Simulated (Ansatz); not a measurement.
BaCuSF:
Space group P4/nmm, origin choice 1 (No. 129); a = b = 4.0350 Å, c = 8.9616 Å, α = β = γ = 90.00°

```json
[
 {"atom": "Ba", "site": "2c", "symmetry": "4mm", "x": "0.5000", "y": "0.0000", "z": "0.1803"},
 {"atom": "Cu", "site": "2b", "symmetry": "-4m2", "x": "0.5000", "y": "0.5000", "z": "0.5000"},
 {"atom": "S", "site": "2c", "symmetry": "4mm", "x": "0.0000", "y": "0.5000", "z": "0.3561"},
 {"atom": "F", "site": "2a", "symmetry": "-4m2", "x": "0.0000", "y": "0.0000", "z": "0.0000"}
]
```

Relaxed with PBEsol. 

Task: HSE06 on this cell (Ansatz, a program for electronic structure, PAW) gives a gap of 2.71 eV. What does PBEsol give?

Result: 1.48 eV.

Cost on shared cores: the PBEsol run (SCF on a 7×7×3 mesh, then bands and DOS) very roughly 100 core-seconds, the HSE06 run (SCF on 4×4×2, then a few points) very roughly 4 core-minutes; the tasks are unlike.

The first step of the workflow began from a Materials Project structure, measured or hypothetical; the Crystallography Open Database copy checked does not list it. Its standing as an ambient phase is unchecked. The PBEsol relaxation kept the symmetry of its start; its stability against distortions is not shown here. The run is not spin-polarised. No Hubbard U is applied. Spin–orbit coupling is left out wherever it is not named.

Potentials: the earlier of the program's two PAW sets. The files were generated under PBE; for other functionals the program regenerates the frozen cores, and for LDA and PBEsol the local potential too.

Ansatz is a plane-wave DFT program.
